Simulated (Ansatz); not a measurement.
## GdBr, first-principles data

GdBr:
```cif
data_Br2Gd2
_chemical_formula_sum 'Gd2 Br2'
_space_group_name_H-M_alt 'P 1'
_space_group_IT_number 1
_cell_length_a 3.84787
_cell_length_b 3.84787
_cell_length_c 9.96901
_cell_angle_alpha 90.000
_cell_angle_beta 90.000
_cell_angle_gamma 120.000
loop_
_space_group_symop_operation_xyz
  'x, y, z'
loop_
_atom_site_label
_atom_site_type_symbol
_atom_site_fract_x
_atom_site_fract_y
_atom_site_fract_z
_atom_site_occupancy
Gd1 Gd 0.66667 0.33333 0.85845 1
Gd2 Gd 0.33333 0.66667 0.14155 1
Br1 Br 0.66667 0.33333 0.33469 1
Br2 Br 0.33333 0.66667 0.66531 1
```
The run is spin-polarised; directions of the spins, atom by atom: ↑ ↑ 0 0.

Space group P-3m1 (No. 164); conventional cell a = b = 3.848 Å, c = 9.969 Å, α = β = 90.00°, γ = 120.00°.

Method: r²SCAN+D4 (plane waves, PAW; program Ansatz). Geometry: relaxed at this level of theory. Other levels are named where they apply.

Cell and energy:

| Property | Value |
|---|---|
| Volume per atom | 31.96 Å³ |
| Density | 6.16 g/cm³ |
| Formation energy from the elements (no fitted shifts) | -136 kJ/mol of atoms |

Electronic structure:

| Property | Value |
|---|---|
| Electronic character | metallic (no gap) |
| Density of states at the Fermi level | 0.45 states/eV per atom (mean over ±0.08 eV) |

Magnetism:

| Item | Result |
|---|---|
| Magnetic order | ferromagnetic |
| Net moment | 4.00 μB per atom |

Mechanics:

| Item | Result |
|---|---|
| Bulk modulus (Birch–Murnaghan fit) | 19.2 GPa |
| Pressure derivative B′ | 12.6 |

Charges:

| Quantity | Value |
|---|---|
| Bader charges | Gd +0.73, Br -0.73 e |

The workflow started from a Materials Project entry (that database holds measured and hypothetical structures alike); the Crystallography Open Database copy checked does not list it. Whether it is the stable phase at ambient conditions was not checked. Symmetry was held in the r²SCAN+D4 relaxation; whether a distortion lowers the energy is not shown. Magnetic state: ferromagnetic, chosen from 2 collinear starts compared on coarse meshes (ties went to the first, and starts can fall back to one state), not a proven ground state. The 4f shell is in the valence, and the state reached may lie above the lowest one. Other orbital occupations within this spin state were not tried. No Hubbard U is applied. The compound may be a true metal, but semilocal functionals without U, or a wrong spin order, can also close a gap. The references are the lowest solids computed at this level, not always the standard phases. Scalar-relativistic: spin–orbit coupling is off unless named, which matters more the heavier the elements.

Potentials: the later of the program's two PAW sets.
